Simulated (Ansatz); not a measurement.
One crystal and one scan (frozen-phonon scan) at two levels, PBE (plane waves to 420 eV, PAW, scalar-relativistic; Ansatz, a first-principles code) and r2SCAN (plane waves to 500 eV, PAW, scalar-relativistic; Ansatz), each from its own relaxed cell and on its own mesh. The cell shown is that of PBE.

Starting cell, BN (wurtzite):

```
BN
1.0
    5.10816     0.00000     0.00000
   -1.27704     2.21190     0.00000
    0.00000     0.00000     4.22393
B N
4 4
Direct
  0.33333   0.33333   0.99992
  0.83333   0.33333   0.99992
  0.16667   0.66667   0.49992
  0.66667   0.66667   0.49992
  0.33333   0.33333   0.62528
  0.83333   0.33333   0.62528
  0.16667   0.66667   0.12528
  0.66667   0.66667   0.12528
```

A phonon eigenvector at M = (0.5, 0.0, 0.0) is frozen into this cell: atom i moves by Q times the vector below, so Q is the largest atomic displacement, in Å. The cell is held. (q is in reciprocal vectors of the primitive cell; the cell shown is doubled to hold the pattern.)

```json
[
 {"atom": "B1", "x": "0.343", "y": "0.198", "z": "0.623"},
 {"atom": "B2", "x": "-0.343", "y": "-0.198", "z": "-0.623"},
 {"atom": "B3", "x": "-0.343", "y": "-0.198", "z": "0.623"},
 {"atom": "B4", "x": "0.343", "y": "0.198", "z": "-0.623"},
 {"atom": "N5", "x": "0.729", "y": "0.421", "z": "-0.539"},
 {"atom": "N6", "x": "-0.729", "y": "-0.421", "z": "0.539"},
 {"atom": "N7", "x": "-0.729", "y": "-0.421", "z": "-0.539"},
 {"atom": "N8", "x": "0.729", "y": "0.421", "z": "0.539"}
]
```

BN was relaxed with its symmetry unable to fall. The PAW data are Ansatz's earlier set. Percentages come from the unrounded values.

Results of PBE:

- Lattice constant a (Å) = 2.554
- Lattice constant c (Å) = 4.224
- Relaxed volume (Å³/atom) = 5.97
- Harmonic wavenumber from the curvature (finite differences) (cm⁻¹ (negative: imaginary)) = 858
- Shape of the curve = a single well with its minimum at or next to zero displacement

### Question
What does r2SCAN give for the same quantities?

### Answer
```json
[
 {"quantity": "Lattice constant a (Å)", "r2SCAN": "2.543", "PBE − r2SCAN": "+0.011 (+0.4 %)"},
 {"quantity": "Lattice constant c (Å)", "r2SCAN": "4.207", "PBE − r2SCAN": "+0.017 (+0.4 %)"},
 {"quantity": "Relaxed volume (Å³/atom)", "r2SCAN": "5.89", "PBE − r2SCAN": "+0.08 (+1.3 %)"},
 {"quantity": "Harmonic wavenumber from the curvature (finite differences) (cm⁻¹ (negative: imaginary))", "r2SCAN": "882", "PBE − r2SCAN": "-24 (-2.7 %)"}
]
```

PBE gives the higher value for: lattice constant a; lattice constant c; relaxed volume. PBE gives the lower value for: harmonic wavenumber from the curvature. Both give the same shape of the curve: a single well with its minimum at or next to zero displacement.

(For displaced atoms, the force is minus the slope of the energy, and its curvature is a force constant, which sets phonon frequencies.)
